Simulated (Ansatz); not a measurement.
AgCl:
```xyz
2
Lattice="0.0000 2.8058 2.8058 2.8058 0.0000 2.8058 2.8058 2.8058 0.0000" Properties=species:S:1:pos:R:3 pbc="T T T"
Ag     2.8058     2.8058     2.8058
Cl     0.0000     0.0000     0.0000
```

Relaxed with PBE. Special points in fractions of this cell's reciprocal vectors: Γ (0.000, 0.000, 0.000); X (0.500, 0.000, 0.500); U (0.625, 0.250, 0.625); K (0.375, 0.375, 0.750); L (0.500, 0.500, 0.500); W (0.500, 0.250, 0.750).

### Question
List the band energies nearest the valence-band maximum at these points for DFT-PBE in the program Ansatz with PAW potentials.

### Answer
In eV from the valence-band maximum; about four levels below and three above (degenerate sets whole), none deeper than 8.9 eV; … stands for higher levels left out; points with the same levels are listed once.

| k | below | above |
|---|---|---|
| Γ | -2.27 -2.27 -2.17 -2.17 -2.17 | 0.92 … |
| X | -2.09 -1.86 -1.86 -1.80 | 2.43 8.02 … |
| U | -1.92 -1.75 -1.57 -0.98 | 3.61 7.24 … |
| L | -1.97 -1.97 -1.67 0.00 0.00 | 4.33 6.35 … |
| W | -1.88 -1.88 -1.87 -1.86 -1.10 | 4.15 … |

Space group Fm-3m (rock salt). The PBE relaxation kept the symmetry of its start. The run is not spin-polarised. Spin–orbit coupling is left out wherever it is not named.

Potentials: the later of the program's two PAW sets.
